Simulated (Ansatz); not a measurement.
An Ansatz input:

```yaml
crystal:
  lattice:
    - [0.0, 3.3296784733, 3.3296784733]
    - [3.3296784733, 0.0, 3.3296784733]
    - [3.3296784733, 3.3296784733, 0.0]
  atoms:
    - { symbol: "Y", position: [0.125, 0.125, 0.125] }
    - { symbol: "Y", position: [0.875, 0.875, 0.875] }
hamiltonian:
  xc: lda
  pseudopotentials:
    kind: paw
    azcp:
      "Y": "pseudopotentials/Y.paw.azcp"
basis:
  ecutwfc: 420
  fft_grid_basis: typed
kpoints:
  mp_grid: { grid: [14, 14, 14], shift: [0, 0, 0] }
magnetization:
  spin_polarized: false
scf:
  occupations: { method: fermi_dirac, width: 0.1 }
```

and its output:

```
Warning: the record states the generating functional pbe (its physics header spells it `PBE`), which answers neither for hamiltonian.xc's functional nor for the lda family's — results may be inconsistent (PPs are generated against a specific XC)
Engine: ansatz 0.2.0, x86_64-unknown-linux-gnu
Pseudopotentials: kind: paw
Pseudopotential: Y, paw, valence charge 11, recommended cutoff 420 eV (normal) 
Functional definition: SPW92
  exchange = slater_x
  correlation = pw_c
Crystal: 2 atoms, lattice volume = 73.831 Å³
Basis set: ecut = 420 eV, 1459 PW (Γ)
Bands: 15, of which v1, the nominal top of the filled ones, is band 11 counted from 1 (10 counted from 0)
Symmetry: 48 space group operations
Space group: Fd-3m (ITA 227), of the structure as read, at distance tolerance 4.2e-5 Å
k-points: 104 of 2744
Non-local potential: Y, projectors of the file, l = 0: 3, l = 1: 2, l = 2: 2, l = 3: 1
PAW form: soft (Blöchl's): semilocal exchange-correlation on the pseudo side does not see the compensation charge
PAW frozen core: Y, regenerated for the run's functional, and the local potential with it (the file was generated under x = pbe(κ = 0.804, μ = 0.2195149727645171), c = pbe(β = 0.06672455060314922))
PAW one-centre angular grid: Y, 590 points (default); XC on 64 Gauss nodes
Initial density: superposition of atomic densities (neutral atoms: chi_scale 0, normalization atom), corrected by the library's trained network
Initial wavefunctions: pseudopotential atomic-orbital guess
Functional: x = slater, c = lda
SCF iter   1: F=—  HF=-7487.277162 eV  |F-HF|=—  |Δ(HF+E_count)|=         —  Δρ=4.87e-3  dr2=4.80e-3  ethr=1.77e-3  ⟨swp⟩=4.0  Hψ=7296  notcnv=0
SCF iter   2: F=—  HF=-7487.277040 eV  |F-HF|=—  |Δ(HF+E_count)|=   1.22e-4  Δρ=2.68e-3  dr2=1.67e-3  ethr=2.18e-5  ⟨swp⟩=2.3  Hψ=3045  notcnv=0
SCF iter   3: F=—  HF=-7487.277299 eV  |F-HF|=—  |Δ(HF+E_count)|=   2.59e-4  Δρ=2.62e-4  dr2=5.73e-5  ethr=7.60e-6  ⟨swp⟩=1.9  Hψ=2562  notcnv=0
SCF iter   4: F=—  HF=-7487.277302 eV  |F-HF|=—  |Δ(HF+E_count)|=   2.81e-6  Δρ=7.42e-5  dr2=6.89e-6  ethr=2.60e-7  ⟨swp⟩=1.9  Hψ=1918  notcnv=0
SCF iter   5: F=—  HF=-7487.277301 eV  |F-HF|=—  |Δ(HF+E_count)|=   7.84e-7  Δρ=3.07e-5  dr2=7.08e-7  ethr=3.13e-8  ⟨swp⟩=2.0  Hψ=1866  notcnv=0
SCF iter   6: F=-7487.277301 eV  HF=-7487.277301 eV  |F-HF|=2.04e-9  |Δ(HF+E_count)|=   6.51e-8  Δρ=6.92e-6  dr2=4.07e-8  ethr=4.55e-10  ⟨swp⟩=2.3  Hψ=3177  notcnv=0
SCF 1 converged in 6 iterations: F = -7487.277301 eV  dr2 = 4.07e-8
SCF converged after 6 iterations
Free energy (F): -7487.277301 eV
Harris-Foulkes:  -7487.277301 eV  (|F-HF|=2.04e-9)
Internal energy: -7487.151164 eV  (E = F + TS)
E sigma→0 (E₀):  -7487.214232 eV
Entropy (-TS):   -0.126137 eV (-63.069 meV/atom)
Fermi energy:    7.407220 eV
--- Per-component energies (eV) ---
  E_band       = -287.746819
  E_kinetic    = 615.457248
  E_local      = -1521.829516  (includes V_loc(G=0)·N_el)
  E_nonlocal   = 111.218138
  E_hartree    = 508.826382
  E_xc         = -342.530942
  E_vxc        = -396.013796  (∫ρ·V_xc dr)
  E_paw        = -5449.547421  (= ΣΔE_a)
  E_vpaw       = -114.227538  (= ΣTr[D̂ρ^β])
  E_aug_tail   = 0.000003  (compensation charges beyond the density's cutoff)
  E_ewald      = -1409.404228
  E_core_change = 0.659172  (= ΣΔE_core)
  E_smearing   = -0.126137  (= −TS)
  E_closure    = 0.000000  (closes the sum)
  Σ components = -7487.277301   (vs F -7487.277301, Δ=0.00e0)
```
